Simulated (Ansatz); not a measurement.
Method: Ansatz, DFT PBE, scalar-relativistic, plane waves, PAW. Cutoff 420 eV, Γ-centred meshes of about 0.25 Å⁻¹ or finer for metals and 0.3 Å⁻¹ for insulators (2π included), Gaussian smearing. No spin polarisation.

Temperature and zero-point effects are left out.

Two relaxed structures of Al₃Ga₃N₂:

A.

```cif
data_structure
_symmetry_space_group_name_H-M 'P3m1'
_symmetry_Int_Tables_number 156
_cell_length_a 3.0949
_cell_length_b 3.0949
_cell_length_c 14.4855
_cell_angle_alpha 90.000
_cell_angle_beta 90.000
_cell_angle_gamma 120.000
_cell_volume 120.16
loop_
_atom_site_label
_atom_site_type_symbol
_atom_site_symmetry_multiplicity
_atom_site_Wyckoff_symbol
_atom_site_fract_x
_atom_site_fract_y
_atom_site_fract_z
_atom_site_occupancy
Al1 Al 1 b 0.33333 0.66667 0.17374 1
Al2 Al 1 a 0.00000 0.00000 0.99817 1
Al3 Al 1 c 0.66667 0.33333 0.68039 1
Ga1 Ga 1 a 0.00000 0.00000 0.35845 1
Ga2 Ga 1 b 0.33333 0.66667 0.52303 1
Ga3 Ga 1 b 0.33333 0.66667 0.84438 1
N1 N 1 a 0.00000 0.00000 0.13046 1
N2 N 1 b 0.33333 0.66667 0.30438 1
```

B.

```cif
data_structure
_symmetry_space_group_name_H-M 'P-3m1'
_symmetry_Int_Tables_number 164
_cell_length_a 2.9247
_cell_length_b 2.9247
_cell_length_c 14.3618
_cell_angle_alpha 90.000
_cell_angle_beta 90.000
_cell_angle_gamma 120.000
_cell_volume 106.39
loop_
_atom_site_label
_atom_site_type_symbol
_atom_site_symmetry_multiplicity
_atom_site_Wyckoff_symbol
_atom_site_fract_x
_atom_site_fract_y
_atom_site_fract_z
_atom_site_occupancy
Al1 Al 2 d 0.33333 0.66667 0.83399 1
Al2 Al 1 a 0.00000 0.00000 0.00000 1
Ga1 Ga 2 d 0.33333 0.66667 0.32471 1
Ga2 Ga 1 b 0.00000 0.00000 0.50000 1
N1 N 2 d 0.66667 0.33333 0.91877 1
```

Problem. Which form is favoured at zero pressure, and by what margin per atom?

Solution. B is lower, by 74 meV/atom. A has space group P3m1 (No. 156), 15.0 Å³/atom and no gap on its mesh; B has space group P-3m1 (No. 164), 13.3 Å³/atom and no gap. Counting Al or Ga atoms around N (for each partner element, those within 1.25 times its shortest distance or 1.15 times the sum of covalent radii, where it is the nearest in units of that sum or under 1.3), A has N 4 and B has N 6. The denser one is the lower, and pressure would at first widen the difference. In A, Al on its first site has 4 N at 1.89 Å, 9 Al at 3.09–3.11 Å and 3 Ga at 3.22 Å; around Ga on its first site lie 3 N at 1.95 Å, 9 Ga at 2.98–3.09 Å and 3 Al at 3.22 Å; N on its first site is surrounded by 4 Al at 1.89–1.92 Å; 5 more sites not described. In B, around Al on a site of symmetry 3m lie 3 N at 2.08 Å, 3 Ga at 2.84 Å and 9 Al at 2.92 Å; Ga on a site of symmetry 3m is surrounded by 3 Al at 2.84 Å, 9 Ga at 2.92–3.03 Å and 1 N at 3.50 Å; N is surrounded by 6 Al at 2.05–2.08 Å, 9 N at 2.88–2.92 Å and 1 Ga at 3.50 Å; 2 more sites not described. Both come from trial cells of a structure search, whose lowest cell (R3m, 15.1 Å³/atom) lies 146 meV/atom below the lower of the two.

Trial moments fell under 0.15 μB along the way in P3m1 and P-3m1; another start might hold them. Cells relaxed within their symmetry can be saddle points. Some candidate types were left out of the draw beforehand, so a known form may be missing.
